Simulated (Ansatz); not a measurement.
Computed with Ansatz, DFT PBE, scalar-relativistic, plane waves, PAW. Settings: cutoff 420 eV, Γ-centred meshes spaced at most about 0.3 Å⁻¹ (2π included), Gaussian smearing. No spin polarisation in the final relaxations.

Temperature and zero-point effects are left out.

Two forms of Al2GaAs3 were relaxed alike.

A.

```xyz
6
Lattice="-2.0278 2.0278 8.5981 2.0278 -2.0278 8.5981 2.0278 2.0278 -8.5981" Properties=species:S:1:pos:R:3 pbc="T T T"
Al    0.0000    0.0000   14.3281
Al    0.0000    0.0000    2.8681
Ga    0.0000    0.0000    8.5981
As    0.0000    2.0278    1.4428
As    2.0278    0.0000    4.2990
As    0.0000    2.0278    7.1553
```

B.

```xyz
6
Lattice="4.0540 0.0000 0.0000 -2.0270 3.5108 0.0000 0.0000 0.0000 9.9348" Properties=species:S:1:pos:R:3 pbc="T T T"
Al    0.0000    0.0000    0.0036
Al    2.0270    1.1703    3.3121
Ga    0.0000    2.3406    6.6191
As    0.0000    0.0000    7.4593
As    0.0000    2.3406    4.1311
As    2.0270    1.1703    0.8282
```

Question: Which arrangement of the elements on these sites is preferred, and by what margin?

Answer: They are level within the accuracy (under 1 meV/atom apart). The two share one framework of sites and differ in which element sits where. A has Al and Ga ordered on zinc blende sites, space group I-4m2 (No. 119), 23.6 Å³/atom and a gap of 1.11 eV on its mesh; B has Al and Ga ordered on zinc blende sites, space group P3m1 (No. 156), 23.6 Å³/atom and a gap of 0.95 eV. Counting As atoms around Al and Ga (those within 1.25 times the shortest such distance or 1.15 times the sum of covalent radii), A and B both have Al 4, Ga 4. In A, Al is surrounded by 4 As at 2.48 Å; around Ga lie 4 As at 2.49 Å; As on a site of symmetry 2mm is surrounded by 2 Al at 2.48 Å and 2 Ga at 2.49 Å; 1 more site not described. In B, Al on its first site has 4 As at 2.48 Å; around Ga lie 4 As at 2.49 Å; around As on its first site lie 1 Al at 2.48 Å and 3 Ga at 2.49 Å; 3 more sites not described. Both come from invented guesses.

Kohn–Sham gaps at this level usually fall short of measured ones. Cells relaxed within their symmetry can be saddle points.
